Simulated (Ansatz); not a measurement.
Space group Pm-3m (No. 221). a = 4.186 Å, b = 4.186 Å, c = 4.186 Å, α = 90.00°, β = 90.00°, γ = 90.00°
```tsv
atom	site	symmetry	x	y	z
In	1a	m-3m	0.0000	0.0000	0.0000
Ag	3c	4/mm.m	0.0000	0.5000	0.5000
```

Equation of state of this InAg₃ structure (not necessarily the ground state), with shape and atoms relaxed at each volume where symmetry leaves them free. It has no gap at any of these volumes. Computed with DFT r2SCAN, scalar-relativistic, plane waves, PAW (Ansatz 0.2.0).

Cutoff 500 eV; k points 10×10×10 on the computed 4-atom cell (Γ-centred); Gaussian smearing, width 0.10 eV; no spin polarisation.

| V (Å³/atom) | E − E(largest V) (meV/atom) | P (GPa) |
| --- | --- | --- |
| 16.138 | 59.06 | 17.03 |
| 16.688 | 10.58 | 11.39 |
| 17.238 | -20.32 | 6.76 |
| 17.788 | -36.78 | 3.01 |
| 18.338 | -41.69 | 0.00 |
| 18.889 | -37.29 | -2.44 |
| 19.439 | -25.40 | -4.42 |
| 20.172 | 0.00 | -6.56 |

Problem. Fit a third-order Birch–Murnaghan equation to E(V).

Solution. V0 = 18.33 Å³/atom, B0 = 91 GPa, B0' = 6.1.